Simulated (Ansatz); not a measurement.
**LiZn: relaxation (Ansatz)**

Input:

```yaml
crystal:
  lattice:
    - [0.0, 3.14603506, 3.14603506]
    - [3.14603506, 0.0, 3.14603506]
    - [3.14603506, 3.14603506, 0.0]
  atoms:
    - { symbol: Zn, position: [0.5, 0.5, 0.5] }
    - { symbol: Zn, position: [0.75, 0.75, 0.75] }
    - { symbol: Li, position: [0.0, 0.0, 0.0] }
    - { symbol: Li, position: [0.25, 0.25, 0.25] }
  symmetry: { tolerance: 0.0003 }
kpoints:
  mp_grid: { grid: [9, 9, 9], shift: [0, 0, 0] }
magnetization:
  spin_polarized: false
scf:
  occupations: { method: cold, width: 0.1737 }
  lower_state_search: "off"
hamiltonian:
  pseudopotentials: { kind: paw }
  xc: r2scan
basis:
  ecutwfc: 500
  fft_grid_basis: typed
relax:
  max_steps: 80
  cell: { p_target: 0.0 }
  f_tol: 0.03
output:
  forces: true
  stress: true
  eigenvalues: true
  bader: true
  populations: true
  elf: true
  write_potential: true
  volumetric_format: npy
  dos:
    e_range: [-12, 8]
    de: 0.05
    projected: { site_lists: { Li: [Li], Zn: [Zn] } }
checkpoint:
  read: saved_state
```

Launch command:

```bash
ansatz run input.yaml --threads 2 --pin off --max-ram 2560MiB --backend cpu --events-out ev --progress --plain --runs-dir out
```

Origin of the cell: a database entry, scaled a little.

The saved state is a converged single point of the same cell.

Steps («new basis» is an SCF on plane waves selected anew at the same cell):

| step | ΔF (meV/atom) | max force component (eV/Å) | P (GPa) | volume (Å³) | SCF iterations | step was |
| --- | --- | --- | --- | --- | --- | --- |
| 1 | 0.0 | 0.000 | -3.68 | 62.28 | 6 | accepted |
| 2 | -17.6 | 0.000 | -0.55 | 57.28 | 8 | accepted |
| 3 | -17.9 | 0.000 | 0.10 | 56.49 | 6 | accepted |
| 4 | -17.9 | 0.000 | 0.00 | 56.61 | 6 | accepted |
| 5 | -17.8 | 0.000 | -0.02 | 56.61 | 6 | new basis |

Step 1, with forces in eV/Å:

```xyz
4
Lattice="0.000 3.146 3.146 3.146 0.000 3.146 3.146 3.146 0.000" Properties=species:S:1:pos:R:3:forces:R:3 pbc="T T T" step=1
Zn    3.146    3.146    3.146    0.000    0.000    0.000
Zn    4.719    4.719    4.719    0.000    0.000    0.000
Li    0.000    0.000    0.000    0.000    0.000    0.000
Li    1.573    1.573    1.573    0.000    0.000    0.000
```

Step 2, with forces in eV/Å:

```xyz
4
Lattice="0.000 3.060 3.060 3.060 0.000 3.060 3.060 3.060 0.000" Properties=species:S:1:pos:R:3:forces:R:3 pbc="T T T" step=2
Zn    3.060    3.060    3.060    0.000    0.000    0.000
Zn    4.589    4.589    4.589    0.000    0.000    0.000
Li    0.000    0.000    0.000    0.000    0.000    0.000
Li    1.530    1.530    1.530    0.000    0.000    0.000
```

Step 5, with forces in eV/Å:

```xyz
4
Lattice="0.000 3.048 3.048 3.048 0.000 3.048 3.048 3.048 0.000" Properties=species:S:1:pos:R:3:forces:R:3 pbc="T T T" step=5
Zn    3.048    3.048    3.048    0.000    0.000    0.000
Zn    4.571    4.571    4.571    0.000    0.000    0.000
Li    0.000    0.000    0.000    0.000    0.000    0.000
Li    1.524    1.524    1.524    0.000    0.000    0.000
```

* Free energy lowered by: 17.8 meV/atom
* Volume change: -9.10 %
* Final pressure: -0.02 GPa
* Relaxation steps listed: 5

Caveats: the relaxation held the start's symmetry, so the end may be a saddle point; wide smearing.

Time: 35 s of wall time on 2 CPU thread(s) of a shared host, from a saved density.
